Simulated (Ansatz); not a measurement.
Total density of states per atom from DFT-r²SCAN in the program Ansatz with PAW potentials, in 0.25 eV bins, energy from the Fermi level:

```tsv
E (eV)	states/eV/atom
-7.85	0.01
-7.60	0.00
-7.35	0.00
-7.10	0.00
-6.85	0.00
-6.60	0.07
-6.35	0.20
-6.10	0.21
-5.85	0.24
-5.60	0.29
-5.35	0.41
-5.10	0.65
-4.85	1.82
-4.60	1.23
-4.35	0.83
-4.10	1.35
-3.85	1.43
-3.60	1.19
-3.35	1.45
-3.10	1.90
-2.85	2.55
-2.60	1.59
-2.35	1.11
-2.10	0.83
-1.85	1.21
-1.60	1.05
-1.35	0.37
-1.10	0.40
-0.85	0.41
-0.60	0.42
-0.35	0.40
-0.10	0.43
0.15	0.50
0.40	0.41
0.65	0.39
0.90	0.38
1.15	0.39
1.40	0.39
1.65	0.41
1.90	0.36
2.15	0.30
2.40	0.30
2.65	0.35
2.90	0.41
3.15	0.43
3.40	0.36
3.65	0.36
3.90	0.35
4.15	0.38
4.40	0.36
4.65	0.33
4.90	0.35
```

Question: Pick the material that matches.
A) W, fcc (Cu type)
B) AlN, P6_3mc (Pearson symbol hP12)
C) PtPb, NiAs type
D) PbO2, rutile

Answer: C, PtPb, NiAs type. Within 0.5 eV of the Fermi level: Pb 6p 47 %, Pt 5d 32 %, Pb 6s 11 %, Pt 6s 6 %. Projections are on Löwdin-orthogonalised atomic valence shells; empty p or d shells of many metals are not among them.

Space group P6_3/mmc (NiAs type). The workflow started from a Materials Project entry (that database holds measured and hypothetical structures alike); the Crystallography Open Database files this formula in space group No. 194, but the cells were not matched. Whether it is the stable phase at ambient conditions was not checked. Symmetry was held in the r²SCAN relaxation; its stability against distortions is not shown here. No spin polarisation was allowed. Spin–orbit coupling is left out wherever it is not named.

Potentials: the later of the program's two PAW sets.
